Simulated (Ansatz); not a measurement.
The calculation used Ansatz 0.2.0, DFT PBE, scalar-relativistic, plane waves, PAW. Settings: cutoff 420 eV, Γ-centred meshes spaced at most about 0.3 Å⁻¹, and about 0.25 Å⁻¹ or finer for metals (2π included), Gaussian smearing. No spin polarisation in the final relaxations.

Temperature and zero-point effects are left out. All come from trial cells, and lower structures may exist.

Problem. Which of these relaxed structures of LuTa2 is the lowest in energy?
A. Space group P4/nmm (No. 129), tetragonal, a = 3.709 Å, c = 10.246 Å. Lu has 9 Ta at 3.05–3.28 Å and 4 Lu at 3.71 Å; Ta on a site of symmetry -4m2 has 4 Ta at 2.62 Å, 4 Lu at 3.20 Å and 4 Ta at 3.71 Å; Ta on a site of symmetry 4mm is surrounded by 4 Ta at 2.84 Å, 1 Lu at 3.05 Å, 4 Lu at 3.28 Å and 4 Ta at 3.71 Å.
B. Space group P6_3/mmc (No. 194), hexagonal, a = 4.930 Å, c = 5.859 Å. Lu is surrounded by 5 Ta at 2.85–2.93 Å, 6 Ta at 3.20 Å and 6 Lu at 4.08 Å; Ta on a site of symmetry -6m2 has 5 Lu at 2.85–2.93 Å and 6 Ta at 3.20 Å; around Ta on a site of symmetry -3m lie 2 Ta at 2.93 Å, 6 Lu at 3.20 Å and 6 Ta at 3.20 Å.
C. Space group Fd-3m (No. 227), cubic, a = 8.053 Å. Around Lu lie 12 Ta at 3.34 Å and 4 Lu at 3.49 Å; around Ta lie 6 Ta at 2.85 Å and 6 Lu at 3.34 Å.
D. Space group P6/mmm (No. 191), hexagonal, a = 5.118 Å, c = 2.866 Å. Lu is surrounded by 2 Lu at 2.87 Å and 6 Ta at 2.95 Å; Ta has 5 Ta at 2.87–2.95 Å and 3 Lu at 2.95 Å.

Solution. C. It has the cubic Laves (C15) type, space group Fd-3m (No. 227); the next, B, with the Ni2In type, space group P6_3/mmc (No. 194), lies 253 meV/atom higher. Counting all near atoms (those within 1.25 times the shortest distance at each site; a plus sign parts nearer from farther groups; a slash parts the counts of unlike sites), the lowest has Lu 16, Ta 6+6 and the next has Lu 11, Ta 11/14. Even the lowest lies +0.24 eV/atom against the elements.

These runs have no spin–orbit coupling, which can matter for Ta. A magnetic state wasn't ruled out in cells without spin, among them Fd-3m. Cells relaxed within their symmetry can be saddle points. Some structure types and database cells were kept out of the candidates from the start, so a known form may be missing.
